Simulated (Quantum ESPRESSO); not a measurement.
pw.x input (Quantum ESPRESSO 7.5; PBEsol, PseudoDojo standard norm-conserving files, scalar-relativistic):

```
&CONTROL
  calculation = 'scf'
  pseudo_dir = './pseudo'
  outdir = './out'
  tprnfor = .true.
  tstress = .true.
/
&SYSTEM
  ibrav = 0
  nat = 12
  ntyp = 4
  ecutwfc = 92.0
  ecutrho = 368.0
  occupations = 'smearing'
  smearing = 'fd'
  degauss = 0.002
  nbnd = 62
/
&ELECTRONS
  conv_thr = 1.2e-09
/
ATOMIC_SPECIES
Li 6.9400 Li.upf
N 14.0070 N.upf
Ca 40.0780 Ca.upf
Cu 63.5460 Cu.upf
CELL_PARAMETERS angstrom
  5.303520000000   0.000000000000   0.000000000000
  0.000000000000   5.303520000000   0.000000000000
  0.000000000000   0.000000000000   6.629180000000
ATOMIC_POSITIONS crystal
Li   0.500000000000   0.500000000000   0.500000000000
Li   0.000000000000   0.000000000000   0.000000000000
N   0.248160000000   0.751840000000   0.500000000000
N   0.751840000000   0.248160000000   0.500000000000
N   0.748160000000   0.748160000000   0.000000000000
N   0.251840000000   0.251840000000   0.000000000000
Ca   0.000000000000   0.500000000000   0.250000000000
Ca   0.000000000000   0.500000000000   0.750000000000
Ca   0.500000000000   0.000000000000   0.250000000000
Ca   0.500000000000   0.000000000000   0.750000000000
Cu   0.500000000000   0.500000000000   0.000000000000
Cu   0.000000000000   0.000000000000   0.500000000000
K_POINTS automatic
6 6 4 0 0 0
```

End of the output:

```

[...]
     the Fermi energy is     8.1220 ev
!    total energy              =   -1178.90257439 Ry
     estimated scf accuracy    <          1.5E-10 Ry
     smearing contrib. (-TS)   =      -0.00000000 Ry
     internal energy E=F+TS    =   -1178.90257439 Ry
     The total energy is F=E-TS. E is the sum of the following terms:
     one-electron contribution =    -809.97826723 Ry
     hartree contribution      =     437.53656597 Ry
     xc contribution           =    -181.33132469 Ry
     ewald contribution        =    -625.12954843 Ry
     convergence has been achieved in  15 iterations
     Forces acting on atoms (cartesian axes, Ry/au):
     atom    1 type  1   force =     0.00000000    0.00000000    0.00000000
     atom    2 type  1   force =     0.00000000    0.00000000    0.00000000
     atom    3 type  2   force =    -0.00855476    0.00855476    0.00000000
     atom    4 type  2   force =     0.00855476   -0.00855476    0.00000000
     atom    5 type  2   force =    -0.00855476   -0.00855476   -0.00000000
     atom    6 type  2   force =     0.00855476    0.00855476   -0.00000000
     atom    7 type  3   force =     0.00000000    0.00000000    0.00000000
     atom    8 type  3   force =     0.00000000    0.00000000    0.00000000
     atom    9 type  3   force =     0.00000000    0.00000000    0.00000000
     atom   10 type  3   force =     0.00000000    0.00000000   -0.00000000
     atom   11 type  4   force =     0.00000000    0.00000000    0.00000000
     atom   12 type  4   force =     0.00000000    0.00000000    0.00000000
     Total force =     0.024197     Total SCF correction =     0.000008
     Computing stress (Cartesian axis) and pressure
          total   stress  (Ry/bohr**3)                   (kbar)     P=      -33.84
  -0.00024940   0.00000000   0.00000000          -36.69        0.00        0.00
   0.00000000  -0.00024940   0.00000000            0.00      -36.69        0.00
   0.00000000   0.00000000  -0.00019131            0.00        0.00      -28.14
```
In a gapped system the printed Fermi energy is only some level inside the gap.

Geometry of the Materials Project entry, not relaxed at this level.
